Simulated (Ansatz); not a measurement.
input.yaml (Ansatz)

```yaml
crystal:
  lattice:
    - [5.2605294949, 0.0, 0.0]
    - [-2.6302647475, 4.55575218, 0.0]
    - [0.0, 0.0, 3.2469032438]
  atoms:
    - { symbol: In, position: [0.0, 1.0, 0.0] }
    - { symbol: In, position: [0.3333333333, 0.6666666667, 0.5] }
    - { symbol: In, position: [0.6666666667, 0.3333333333, 0.5] }
hamiltonian:
  xc: pbesol
  pseudopotentials:
    kind: paw
    azcp:
      In: "pseudopotentials/In.paw.azcp"
basis:
  ecutwfc: 420
  fft_grid_basis: typed
kpoints:
  mp_grid: { grid: [9, 9, 13], shift: [0, 0, 0] }
magnetization:
  spin_polarized: false
scf:
  occupations: { method: fermi_dirac, width: 0.1 }
```

Output

```
Warning: the record states the generating functional pbe (its physics header spells it `PBE`), which answers neither for hamiltonian.xc's functional nor for the pbesol family's — results may be inconsistent (PPs are generated against a specific XC)
Engine: ansatz 0.2.0, aarch64-unknown-linux-gnu
Pseudopotentials: kind: paw
Pseudopotential: In, paw, valence charge 13, recommended cutoff 420 eV (normal) 
Functional definition: PBEsol
  exchange = pbesol_x
  correlation = pbesol_c
Crystal: 3 atoms, lattice volume = 77.814 Å³
Basis set: ecut = 420 eV, 1529 PW (Γ)
Bands: 24, of which v1, the nominal top of the filled ones, is band 20 counted from 1 (19 counted from 0)
Symmetry: 24 space group operations
Space group: P6/mmm (ITA 191), of the structure as read, at distance tolerance 4.3e-5 Å
k-points: 84 of 1053
Non-local potential: In, projectors of the file, l = 0: 2, l = 1: 2, l = 2: 2, l = 3: 2
PAW form: soft (Blöchl's): semilocal exchange-correlation on the pseudo side does not see the compensation charge
PAW frozen core: In, regenerated for the run's functional, and the local potential with it (the file was generated under x = pbe(κ = 0.804, μ = 0.2195149727645171), c = pbe(β = 0.06672455060314922))
PAW one-centre angular grid: In, 590 points (default); XC on 64 Gauss nodes
Initial density: superposition of atomic densities (neutral atoms: chi_scale 0, normalization atom), corrected by the library's trained network
Initial wavefunctions: pseudopotential atomic-orbital guess
Functional: x = pbesol(κ = 0.804, μ = 0.12345679012345678), c = pbesol(β = 0.046)
SCF iter   1: F=—  HF=-16576.165039 eV  |F-HF|=—  |Δ(HF+E_count)|=         —  Δρ=2.94e-3  dr2=5.64e-3  ethr=1.77e-3  ⟨swp⟩=5.6  Hψ=8764  notcnv=0
SCF iter   2: F=—  HF=-16576.158865 eV  |F-HF|=—  |Δ(HF+E_count)|=   6.17e-3  Δρ=1.49e-3  dr2=1.67e-3  ethr=1.45e-5  ⟨swp⟩=2.2  Hψ=4255  notcnv=0
SCF iter   3: F=—  HF=-16576.158216 eV  |F-HF|=—  |Δ(HF+E_count)|=   6.50e-4  Δρ=4.99e-4  dr2=1.00e-4  ethr=4.28e-6  ⟨swp⟩=2.0  Hψ=3644  notcnv=0
SCF iter   4: F=—  HF=-16576.158198 eV  |F-HF|=—  |Δ(HF+E_count)|=   1.80e-5  Δρ=2.90e-4  dr2=6.34e-5  ethr=2.57e-7  ⟨swp⟩=2.0  Hψ=3661  notcnv=0
SCF iter   5: F=—  HF=-16576.158174 eV  |F-HF|=—  |Δ(HF+E_count)|=   2.36e-5  Δρ=1.71e-4  dr2=1.95e-5  ethr=1.62e-7  ⟨swp⟩=2.0  Hψ=3604  notcnv=0
SCF iter   6: F=—  HF=-16576.158165 eV  |F-HF|=—  |Δ(HF+E_count)|=   8.87e-6  Δρ=2.90e-5  dr2=6.24e-7  ethr=5.00e-8  ⟨swp⟩=2.0  Hψ=3408  notcnv=0
SCF iter   7: F=-16576.158165 eV  HF=-16576.158165 eV  |F-HF|=6.67e-9  |Δ(HF+E_count)|=   2.96e-7  Δρ=2.79e-6  dr2=6.98e-9  ethr=2.56e-10  ⟨swp⟩=1.3  Hψ=5987  notcnv=0
SCF 1 converged in 7 iterations: F = -16576.158165 eV  dr2 = 6.98e-9
SCF converged after 7 iterations
Free energy (F): -16576.158165 eV
Harris-Foulkes:  -16576.158165 eV  (|F-HF|=6.67e-9)
Internal energy: -16576.106061 eV  (E = F + TS)
E sigma→0 (E₀):  -16576.132113 eV
Entropy (-TS):   -0.052104 eV (-17.368 meV/atom)
Fermi energy:    10.206126 eV
--- Per-component energies (eV) ---
  E_band       = -70.826615
  E_kinetic    = 725.440615
  E_local      = -3223.597490  (includes V_loc(G=0)·N_el)
  E_nonlocal   = 1102.017112
  E_hartree    = 1261.219734
  E_xc         = -642.708049
  E_vxc        = -301.949663  (∫ρ·V_xc dr)
  E_paw        = -12243.814256  (= ΣΔE_a)
  E_vpaw       = -895.181333  (= ΣTr[D̂ρ^β])
  E_aug_tail   = 0.000076  (compensation charges beyond the density's cutoff)
  E_ewald      = -3555.371511
  E_core_change = 0.707707  (= ΣΔE_core)
  E_smearing   = -0.052104  (= −TS)
  E_closure    = -0.000000  (closes the sum)
  Σ components = -16576.158165   (vs F -16576.158165, Δ=0.00e0)
```
